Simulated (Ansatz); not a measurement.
A geometry of CeO₂ away from equilibrium: the start of the relaxation of a generated cell, CeO2 built in the 3R-MoS2 structure type. Calculation: PBE (plane waves to 420 eV, PAW, scalar-relativistic; Ansatz, a program for electronic structure). Γ-centred k-mesh 9×9×9 on the run's cell (coarser than for final values), Fermi–Dirac smearing 0.05 eV.

```xyz
3
Lattice="1.5300 0.8833 5.9239 -1.5300 0.8833 5.9239 0.0000 -1.7667 5.9239" Properties=species:S:1:pos:R:3:forces:R:3 pbc="T T T" free_energy=-7711.627 pressure_GPa=3.8
Ce     0.0000     0.0000     0.0000    0.0000    0.0000    0.0095
O      0.0000     0.0000     4.4021    0.0000    0.0000    3.5336
O      0.0000     0.0000     7.4464    0.0000    0.0000   -3.5429
```

Positions in Å, forces in eV/Å, free energy of the cell in eV (comparable only within this code, potentials and settings). Largest force: 3.54 eV/Å, on O2, O3 (atoms numbered as listed); the geometry lies 0.68 eV/atom above the end of its relaxation.

Spin-polarised start, with parallel moments on Ce.

No spin polarisation in the result: the starting moments vanished. The d or f electrons are treated with no Hubbard U. The 4f state was not searched, so a lower electronic state may exist. No dispersion correction is included, so spacings between layers, chains or molecules are soft and tend to come out too large.

The run could not lower the symmetry of its start; a shaken copy of this end point relaxes with PBE to Fm-3m (No. 225), 789 meV/atom lower.

The end of the path is a generated cell of CeO2: the first start was made by placing the elements on the sites of a structure type, and the end was not matched to a known phase here, so it may be hypothetical. Known forms of CeO2 include space group No. 225.
